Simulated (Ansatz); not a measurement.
A geometry of SnF₃ away from equilibrium: the start of the relaxation of a generated cell, SnF3 built in the AFLOW prototype AB3_hR8_148_c_f (D0_5, as in BiI3). Method: PBE (plane waves to 420 eV, PAW, scalar-relativistic; Ansatz, a quantum-chemistry and plane-wave program). Γ-centred k-mesh 5×5×5 on the run's cell (coarser than for final values), Fermi–Dirac smearing 0.05 eV.

```xyz
8
Lattice="2.9556 1.7064 5.4364 -2.9556 1.7064 5.4364 0.0000 -3.4128 5.4364" Properties=species:S:1:pos:R:3 pbc="T T T"
Sn     0.0000     0.0000     5.4363
Sn     0.0000     0.0000    10.8728
F     -1.9714     0.0017     6.8716
F      0.9842    -1.7081     6.8716
F      0.9872     1.7064     6.8716
F      1.9714    -0.0017     9.4375
F     -0.9842     1.7081     9.4375
F     -0.9872    -1.7064     9.4375
```

**Question.** Which atoms carry the largest force, and which way does it point?

**Answer.** 2.35 eV/Å, on F3, F4, F5, F6, F7, F8 (atoms numbered as listed); on F7 its components are (-0.63, -1.10, 1.98).

**Question.** What is the pressure?

**Answer.** -11.7 GPa, compression positive.

**Question.** How far above the relaxed end point is this geometry?

**Answer.** 0.45 eV/atom; the path ends in R-3 (No. 148) (AFLOW prototype AB3_hR8_148_c_f (D0_5, as in BiI3)).

No spin polarisation in the result.

The run could not lose the symmetry of its start, so the end can be a saddle point.

The end of the path is a generated cell of SnF3: the first start was made by placing the elements on the sites of a structure type, and the end was not matched to a known phase here, so it may be hypothetical.
